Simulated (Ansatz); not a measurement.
NaCl:
```
NaCl
1.0
    6.68037     0.00000     0.00000
   -3.34019     5.78537     0.00000
    0.00000     0.00000     6.98529
Na Cl
6 6
Direct
  0.00000   0.66673   0.50000
  0.66673   0.00000   0.50000
  0.33327   0.33327   0.50000
  0.00000   0.33341   0.00000
  0.33341   0.00000   0.00000
  0.66659   0.66659   0.00000
  0.66667   0.33333   0.25003
  0.66667   0.33333   0.74997
  0.33333   0.66667   0.25003
  0.33333   0.66667   0.74997
  0.00000   0.00000   0.75005
  0.00000   0.00000   0.24995
```

Relaxed with PBEsol. Independent-particle spectrum: no excitons, no local fields, no scissors shift; 0.1 eV broadening; ε₁ of the summed bands alone.

Q: Tabulate the dielectric function from PBEsol in the plane-wave PAW code Ansatz.

A: 

```
E (eV)  ε₁ xx  ε₂ xx  ε₁ zz  ε₂ zz
------  -----  -----  -----  -----
0.0      2.75   0.00   2.80   0.00
0.5      2.75   0.00   2.81   0.00
1.0      2.77   0.00   2.83   0.00
1.5      2.80   0.00   2.85   0.00
2.0      2.84   0.00   2.90   0.00
2.5      2.90   0.00   2.96   0.00
3.0      2.98   0.00   3.05   0.00
3.5      3.10   0.00   3.18   0.00
4.0      3.25   0.00   3.36   0.00
4.5      3.51   0.00   3.75   0.01
5.0      3.98   0.38   3.96   0.58
5.5      3.98   0.74   3.97   0.86
6.0      4.05   0.98   4.08   1.15
6.5      4.27   1.25   3.58   1.55
7.0      4.58   2.40   4.52   1.57
7.5      3.89   2.79   4.34   1.58
8.0      3.67   2.61   5.42   3.51
8.5      3.45   3.36   1.55   3.24
9.0      4.12   3.60   2.45   2.68
9.5      1.78   5.81   3.22   4.17
10.0    -0.79   3.74   2.70   6.88
10.5     1.53   2.57  -0.51   4.08
11.0     0.70   3.00  -0.16   3.41
11.5     0.33   2.74  -0.82   2.93
12.0     0.26   2.84  -0.61   2.38
```

Q: From ε at 4.9 eV (xx: 3.98 + 0.24i), find n, k, the normal reflectivity and the absorption coefficient.

A: n = 2.00, k = 0.060, R = 11 %, α = 2kE/ħc = 30000 cm⁻¹.

With all bands, ε∞ without local fields is 2.81 (xx = yy), 2.86 (zz). DFPT, with local fields, gives 2.53 (xx = yy), 2.59 (zz).

Space group P6_3/mmc (NiAs type). The first step of the workflow began from a Materials Project structure, measured or hypothetical; the Crystallography Open Database copy checked does not list it. It is not the phase usual at ambient conditions (space group No. 225). The cell was relaxed with PBEsol under the symmetry of its start; whether a distortion lowers the energy is not shown.

Potentials: the earlier of the program's two PAW sets. The files were generated under PBE; for other functionals the program regenerates the frozen cores, and for LDA and PBEsol the local potential too.
